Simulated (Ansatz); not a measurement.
**Lu2MgS4: the gap from level to level**

A database entry relaxed whole under r2SCAN at zero pressure (Fd-3m, No. 227):

```
Mg Lu S
1.0
     0.00000    5.47463    5.47463
     5.47463    0.00000    5.47463
     5.47463    5.47463    0.00000
Mg Lu S
2 4 8
Direct
  0.00000 0.00000 0.00000
  0.25000 0.25000 0.25000
  0.62500 0.62500 0.62500
  0.12500 0.62500 0.62500
  0.62500 0.62500 0.12500
  0.62500 0.12500 0.62500
  0.38069 0.38069 0.38069
  0.39208 0.86931 0.86931
  0.38069 0.38069 0.85792
  0.86931 0.39208 0.86931
  0.85792 0.38069 0.38069
  0.86931 0.86931 0.86931
  0.38069 0.85792 0.38069
  0.86931 0.86931 0.39208
```

Its volume is 23.44 Å³ an atom, +0.0 % against the entry's 23.44, which is old or was flagged in a check.

Single points on this cell with plane-wave PAW DFT (Ansatz 0.2.0; r2SCAN 500 eV, hybrids 420 eV; fermi-dirac occupations of width 0.020 eV; no moments): r2SCAN on a 6×6×6 Γ-centred mesh; r2SCAN with spin-orbit coupling on a 6×6×6 Γ-centred mesh; HSE06 on a 4×4×4 Γ-centred mesh; PBE0 on a 4×4×4 Γ-centred mesh.

Q: How do gap, pressure and charges move from level to level?

A: The runs give:

```json
{"level": "r2SCAN", "gap (eV), or kind": "2.33", "pressure (GPa)": "0.0", "Bader charge of Mg (e)": "+1.69", "Bader charge of Lu (e)": "+2.00", "Bader charge of S (e)": "-1.43"}
{"level": "r2SCAN with spin-orbit coupling", "gap (eV), or kind": "2.29", "pressure (GPa)": "-0.1", "Bader charge of Mg (e)": "+1.69", "Bader charge of Lu (e)": "+2.00", "Bader charge of S (e)": "-1.42"}
{"level": "HSE06", "gap (eV), or kind": "2.88", "pressure (GPa)": "0.7", "Bader charge of Mg (e)": "+1.68", "Bader charge of Lu (e)": "+2.02", "Bader charge of S (e)": "-1.43"}
{"level": "PBE0", "gap (eV), or kind": "3.58", "pressure (GPa)": "0.6", "Bader charge of Mg (e)": "+1.68", "Bader charge of Lu (e)": "+2.02", "Bader charge of S (e)": "-1.43"}
```

Under r2SCAN the gap is 2.33 eV, over mesh and band path. HSE06 moves it by +0.55 eV and PBE0 by +1.25 eV; PBE0 keeps its exact exchange at long range, which widens the gap over HSE06's by 0.70 eV on their common mesh. Spin-orbit coupling moves the r2SCAN gap by -0.04 eV.

Caveats: the relaxation kept the start's symmetry; HSE06 is read on its mesh and at the zone's corners, PBE0 on its mesh alone; hybrid pressures are good to a few tenths of a GPa; pressure is positive in compression.
